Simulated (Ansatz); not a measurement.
Q: HfO$_{2}$ (fluorite, Fm-3m) is relaxed with LDA (plane waves, PAW; program Ansatz). What lattice parameters of the conventional cell result?

A: a = 5.001 Å.

Q: Is it a metal or does it have a gap at this level?

A: A gap of 3.66 eV, direct.

This is a known high-temperature phase of the composition, computed here at zero pressure and temperature. The cell was relaxed with LDA under the symmetry of its start. At this level the phase is dynamically unstable (imaginary phonons). The run is not spin-polarised. Spin–orbit coupling is left out wherever it is not named.

Potentials: the later of the program's two PAW sets.
